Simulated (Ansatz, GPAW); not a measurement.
This is a calculation of In3Se for Ansatz 0.2.0. Atoms were shifted at random by some hundredths of an Å from the given cell, which wasn't relaxed again for these runs. The cell comes from a database or a generator and needn't be the stable form of this composition.

File input.yaml:

```yaml
crystal:
  lattice:
    - [4.803758, 0.0, 0.0]
    - [0.0, 4.803758, 0.0]
    - [0.0, 0.0, 4.803758]
  atoms:
    - { symbol: In, position: [0.487406, 0.508762, 0.000268] }
    - { symbol: In, position: [0.502397, -0.006466, 0.497843] }
    - { symbol: In, position: [-0.007182, 0.497285, 0.498873] }
    - { symbol: Se, position: [-0.00124, 0.000562, 0.000786] }
hamiltonian:
  xc: pbesol
  pseudopotentials: { kind: paw }
kpoints:
  mp_grid: { grid: [6, 6, 6] }
scf:
  occupations: { method: fermi_dirac, width: 0.05 }
output:
  forces: true
  stress: true
  eigenvalues: true
```

Potentials or basis: Ansatz PAW.

Command:

```console
$ ansatz run input.yaml --threads 1 --pin off --max-ram 3584MiB --backend cpu --events-out ev --progress --plain --runs-dir out
```

Problem. What does the same run look like in GPAW 26.7.0 (ASE script)? Potentials or basis there: PAW data sets generated for this functional, cutoff 600 eV.

Solution. As run (cutoffs and basis follow the program's own potentials, and thresholds, step limits or extra output files can differ):

run.py

```python
from ase import Atoms
from ase.dft.bandgap import bandgap
from ase.io import write
from ase.units import GPa
from gpaw import GPAW, PW, setup_paths

setup_paths.insert(0, '.')

atoms = Atoms(['In', 'In', 'In', 'Se'],
              cell=[[4.803758, 0.0, 0.0],
                    [0.0, 4.803758, 0.0],
                    [0.0, 0.0, 4.803758]],
              scaled_positions=[[0.487406, 0.508762, 0.000268],
                                [0.502397, -0.006466, 0.497843],
                                [-0.007182, 0.497285, 0.498873],
                                [-0.00124, 0.000562, 0.000786]],
              pbc=True)

calc = GPAW(mode=PW(600),
            xc='PBEsol',
            kpts={'size': (6, 6, 6), 'gamma': True},
            occupations={'name': 'fermi-dirac', 'width': 0.05},
            nbands=37,
            convergence={'density': 1e-05, 'energy': 1e-05},
            maxiter=150,
            txt='gpaw.txt')
atoms.calc = calc
energy = atoms.get_potential_energy()
forces = atoms.get_forces()
stress = atoms.get_stress()
calc.write('gs.gpw')
write('result.traj', atoms)
print(f'Energy: {energy:.6f} eV')
print('Forces (eV/A):')
print(forces.round(4))
print('Stress (GPa):', (stress / GPa).round(3))
print('Fermi level:', round(calc.get_fermi_level(), 4), 'eV')
print(f'Gap: {bandgap(calc)[0]:.4f} eV, direct: {bandgap(calc, direct=True)[0]:.4f} eV')
```

Potentials or basis: PAW data sets generated in the run's folder for this functional, pw.

The run is started by

```console
$ gpaw-setup -f PBEsol In Se
$ OMP_NUM_THREADS=1 python run.py
```

Both were run:

|  | Ansatz | GPAW |
| --- | --- | --- |
| Pressure | -2.9 GPa | -3.1 GPa |
| Largest force | 0.091 eV/Å | 0.088 eV/Å |
| Energy over the undisturbed cell | 0.7 meV/atom | 0.6 meV/atom |

Ansatz's pressure holds a Pulay term of +0.03 GPa for its cutoff of 420 eV, which the other run lacks.

The potentials hold 55 and 45 valence electrons a cell.

Ansatz's potentials were made for PBE.

Where Ansatz's input types no cutoff or centring, it takes its own default and a Γ-centred mesh.

Pressure is positive in compression.
